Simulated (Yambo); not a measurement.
G0W0@LDA for MgS2 (space group C2/m, No. 12) in Yambo. Reference settings: 4×4×4 Γ-centred k mesh, bands 5 to 139 and a 10 Ry block in the screening, 139 bands in G with the Bruneval-Gonze terminator, plasmon pole fitted at 27.2 eV. The LDA gap (0.25, 0.25, 0.25) → (0, 0, -0.5) on this mesh is 0.86 eV; G0W0 gaps are taken between the same points.

Gap ((0.25, 0.25, 0.25) → (0, 0, -0.5)) in eV against the number of bands and the screening block, terminator on:

```csv
bands (W and G),2 Ry,4 Ry,6 Ry,8 Ry,10 Ry
30,2.199,2.273,2.369,2.393,2.399
49,2.151,2.228,2.346,2.372,2.377
75,2.144,2.211,2.337,2.367,2.374
107,2.142,2.202,2.332,2.365,2.373
139,2.141,2.199,2.329,2.363,2.373
```

Rough cost of the Yambo step against the reference (shared machines):

| bands (W and G) | 2 Ry | 4 Ry | 6 Ry | 8 Ry | 10 Ry |
|---|---|---|---|---|---|
| 30 | 1/6 | 1/7 | 1/6 | 1/5 | 1/5 |
| 49 | 1/4 | 1/4 | 1/3 | 1/3 | 1/3 |
| 75 | 1/2 | ~1 | ~1 | ~1 | ~1 |
| 107 | ~1 | ~1 | ~1 | ~1 | ~1 |
| 139 | ~1 | ~1 | ~1 | ~1 | 1 |

At the largest block the last step in bands moves the gap by 0.000 eV; at the most bands the last step in the block moves it by 0.010 eV.

Geometry relaxed with LDA; primitive cell a = b = 3.9058 Å, c = 5.0325 Å, α = β = 112.80°, γ = 59.15°.

The structure is a Materials Project entry; no match was found in the copy of COD used, and its stability was not checked.
